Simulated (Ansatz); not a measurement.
BiPd (NiAs type)

Space group P6₃/mmc (No. 194); a = 4.267 Å, b = 4.267 Å, c = 5.742 Å, α = 90.00°, β = 90.00°, γ = 120.00°

| atom | site | symmetry | x | y | z |
|---|---|---|---|---|---|
| Bi | 2c | -6m2 | 0.3333 | 0.6667 | 0.2500 |
| Pd | 2a | -3m. | 0.0000 | 0.0000 | 0.0000 |

The relaxed cell is deformed in two ways at once: its volume V is scaled, and at that volume it is stretched along z (the c axis of the conventional cell) so that c/a changes. Fractional atomic positions are held.

All values below come from r2SCAN (plane waves to 500 eV, PAW, scalar-relativistic; Ansatz, a quantum-chemistry and plane-wave program). k mesh 13×13×8 (Γ-centred), Fermi-Dirac smearing 0.05 eV. E stands for the smeared free energy. Compression counts positive. With partly filled bands, the response to shear is sensitive to the k mesh, so small differences along c/a are uncertain. BiPd is run without spin polarisation. BiPd was relaxed with its symmetry unable to fall. Spin-orbit coupling is left out, though Bi is heavy. ΔE is measured from the relaxed starting cell.

ΔE (eV/atom), with V/V₀ across and (c/a)/(c/a)₀ down:

```tsv
(c/a)/(c/a)₀ \ V/V₀	0.960	0.980	1.000	1.020	1.040
0.920	0.032	0.022	0.019	0.021	0.028
0.960	0.017	0.007	0.004	0.007	0.014
1.000	0.012	0.003	0.000	0.003	0.010
1.040	0.017	0.007	0.004	0.006	0.014
1.080	0.028	0.018	0.015	0.016	0.023
```

σxx (GPa), with V/V₀ across and (c/a)/(c/a)₀ down:

```tsv
(c/a)/(c/a)₀ \ V/V₀	0.960	0.980	1.000	1.020	1.040
0.920	2.9	0.6	-1.4	-3.2	-4.8
0.960	3.7	1.4	-0.7	-2.5	-4.2
1.000	4.5	2.1	0.0	-1.9	-3.5
1.040	5.4	3.0	0.8	-1.1	-2.8
1.080	6.2	3.7	1.5	-0.4	-2.2
```

Derived quantities:

```
Item                                                                 Result
-------------------------  ------------------------------------------------
Lowest place on the grid    V/V₀ = 1.000, (c/a)/(c/a)₀ = 1.000 (0 meV/atom)
Highest place on the grid  V/V₀ = 0.960, (c/a)/(c/a)₀ = 0.920 (32 meV/atom)
```

(A scan under strain: stresses follow from slopes of the energy per volume, elastic moduli from its curvatures.)
